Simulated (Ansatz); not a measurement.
Input file for Ansatz (an electronic-structure program):

Ansatz 0.2 input:
```yaml
crystal:
  lattice:
    - [3.7208154084, 0.0, 0.0]
    - [0.0, 3.7208154084, 0.0]
    - [0.0, 0.0, 3.7208154084]
  atoms:
    - { symbol: N, position: [0.0, 0.0, 0.0] }
    - { symbol: Cu, position: [0.5, 0.0, 0.0] }
    - { symbol: Cu, position: [0.0, 0.0, 0.5] }
    - { symbol: Cu, position: [0.0, 0.5, 0.0] }
kpoints:
  mp_grid: { grid: [23, 23, 23] }
hamiltonian:
  xc: lda
  pseudopotentials: { kind: paw }
scf:
  occupations: { method: fermi_dirac, width: 0.1 }
elastic: { mode: relaxed_ion, stencil: two_point, amplitude: 0.005, f_tol: 0.0005 }
```

Output (shortened):

```
Pseudopotential: N, paw, valence charge 5
Pseudopotential: Cu, paw, valence charge 19
Functional definition: SPW92
Crystal: 4 atoms, lattice volume = 51.513 Å³
Basis set: ecut = 420 eV, 1021 PW (Γ)
Bands: 38, of which v1, the nominal top of the filled ones, is band 31 counted from 1 (30 counted from 0)
Symmetry: 48 space group operations
Space group: Pm-3m (ITA 221), of the structure as read, at distance tolerance 3.7e-5 Å
k-points: 364 of 12167
SCF 1 converged in 14 iterations: F = -20039.925709 eV  dr2 = 2.36e-14
Crystal: 4 atoms, lattice volume = 51.255 Å³
Symmetry: 16 space group operations
k-points: 936 of 12167
SCF 2 converged in 15 iterations: F = -20039.924549 eV  dr2 = 2.51e-14
Crystal: 4 atoms, lattice volume = 51.770 Å³
SCF 3 converged in 11 iterations: F = -20039.924347 eV  dr2 = 1.06e-14
Crystal: 4 atoms, lattice volume = 51.512 Å³
Symmetry: 8 space group operations
k-points: 1728 of 12167
SCF 4 converged in 10 iterations: F = -20039.925627 eV  dr2 = 7.31e-14
Crystal: 4 atoms, lattice volume = 51.512 Å³
SCF 5 converged in 10 iterations: F = -20039.925627 eV  dr2 = 8.59e-14
SCF converged after 14 iterations
Free energy (F): -20039.925709 eV
Harris-Foulkes:  -20039.925709 eV  (|F-HF|=7.28e-12)
Internal energy: -20039.918250 eV  (E = F + TS)
E sigma→0 (E₀):  -20039.921980 eV
Entropy (-TS):   -0.007459 eV (-1.865 meV/atom)
Fermi energy:    12.142120 eV
--- Per-component energies (eV) ---
  E_band       = -1343.606494
  E_kinetic    = 1032.458713
  E_local      = -15097.832452  (includes V_loc(G=0)·N_el)
  E_nonlocal   = 1237.849696
  E_hartree    = 6644.100394
  E_xc         = -325.009888
  E_vxc        = -420.401459  (∫ρ·V_xc dr)
  E_paw        = -4902.473033  (= ΣΔE_a)
  E_vpaw       = -1383.882601  (= ΣTr[D̂ρ^β])
  E_aug_tail   = 0.000799  (compensation charges beyond the density's cutoff)
  E_ewald      = -8630.441504
  E_core_change = 1.429024  (= ΣΔE_core)
  E_smearing   = -0.007459  (= −TS)
  E_closure    = 0.000000  (closes the sum)
  Σ components = -20039.925709   (vs F -20039.925709, Δ=0.00e0)
--- Forces (eV/Å), atoms counted from 1 ---
  atom   1  N      0.00000000     0.00000000     0.00000000
  atom   2  Cu     0.00000000     0.00000000     0.00000000
  atom   3  Cu     0.00000000     0.00000000     0.00000000
  atom   4  Cu     0.00000000     0.00000000     0.00000000
  max |Σ_I F_I| component: 0.0 eV/Å
--- Stress (GPa, compression-positive) ---
       -0.077291       0.000000       0.000000
        0.000000      -0.077291       0.000000
        0.000000       0.000000      -0.077291
  P = ⅓ Tr σ = -0.0773 GPa (-0.773 kbar)
--- Band table (eV; the first three rows and the last of 364) ---
  k-point 0: bands = ["-99.9745", "-99.9645", "-99.9645", "-58.0335", "-58.0335", "-58.0335", "-57.6851", "-57.6851", "-57.6851", "-57.6802", "-57.6802", "-57.6802", "-5.3467", "6.2730", "6.8048", "6.8048", "6.8048", "7.7171", "7.7171", "7.7171", "8.2082", …
  k-point 1: bands = ["-99.9745", "-99.9646", "-99.9645", "-58.0335", "-58.0335", "-58.0335", "-57.6851", "-57.6851", "-57.6851", "-57.6802", "-57.6802", "-57.6802", "-5.3383", "6.2643", "6.7420", "6.7761", "6.7761", "7.7194", "7.7456", "7.7456", "8.2103", …
  k-point 2: bands = ["-99.9744", "-99.9647", "-99.9645", "-58.0334", "-58.0334", "-58.0334", "-57.6853", "-57.6850", "-57.6850", "-57.6803", "-57.6803", "-57.6802", "-5.3133", "6.1944", "6.6247", "6.7009", "6.7009", "7.7260", "7.8196", "7.8196", "8.2147", …
  k-point 363: bands = ["-99.9679", "-99.9678", "-99.9678", "-58.0846", "-58.0048", "-58.0048", "-57.7064", "-57.7064", "-57.7064", "-57.6616", "-57.6616", "-57.6616", "-3.7599", "3.5417", "3.5417", "3.5442", "8.0324", "8.6866", "8.6922", "8.6922", "8.7438", …
--- Elastic constants: 2 strain directions × 2 members + reference (group order 48) ---
  dense FFT box of the reference and of every strained cell: 25×25×25
  strains applied: 11, 23; error gains: componentwise 1.00 (the most a stress slope's error grows in a printed constant), spectral 1.73 (1 for all six strains …
  C = ∂σ_k/∂η_j (tension-positive GPa; Voigt order 11 22 33 23 13 12):
       313.602     65.968     65.968      0.000      0.000      0.000
        65.968    313.602     65.968      0.000      0.000      0.000
        65.968     65.968    313.602      0.000      0.000      0.000
         0.000      0.000      0.000     19.797      0.000      0.000
         0.000      0.000      0.000      0.000     19.797      0.000
         0.000      0.000      0.000      0.000      0.000     19.797
  reference stress σ⁰ (GPa):      0.077      0.077      0.077      0.000      0.000      0.000
  moduli (Voigt/Reuss/Hill, GPa): K = 148.51/148.51/148.51   G = 61.41/29.82/45.61   E = 124.13   ν = 0.361
  mechanically stable: yes (min eigenvalue of sym C = 19.80 GPa)
  strain η (Voigt 11):  stress-route row diagonal C_11 = 313.60 GPa, energy-path curvature d²(F+E_count+ΔE)/dδ²/Ω₀ = 313.78 GPa
         δ    σ_11 (GPa)             F (eV)   n_scf  n_hpsi   n_pw
    -5.000e-3      -1.5320      -20039.9245486      15  932147   1021   relax 0 steps, max|allowed force component| 0.0 eV/Å
     5.000e-3       1.6040      -20039.9243472      11  718017   1030   relax 0 steps, max|allowed force component| 0.0 eV/Å
  strain η (Voigt 23):  stress-route row diagonal C_44 = 19.80 GPa, energy-path curvature d²(F+E_count+ΔE)/dδ²/Ω₀ = 20.02 GPa
         δ    σ_23 (GPa)             F (eV)   n_scf  n_hpsi   n_pw
    -5.000e-3      -0.0990      -20039.9256274      10  1333525   1021   relax 0 steps, max|allowed force component| 0.0 eV/Å
     5.000e-3       0.0990      -20039.9256274      10  1240609   1021   relax 0 steps, max|allowed force component| 0.0 eV/Å
```

Cost: about 14 core-minutes (a rough figure) on shared cores.

The LDA relaxation kept the symmetry of its start; of distortions, only those at the zone centre were tested. No spin polarisation was allowed. The volume moved by 16 % from the start of the relaxation. Its formation energy is positive at this level, so the cell may be metastable or incomplete. As this level gives no gap, shear constants depend on the k-mesh and smearing (Fermi–Dirac, 0.1 eV here).

Potentials: the later of the program's two PAW sets.

Ansatz is a plane-wave DFT program.
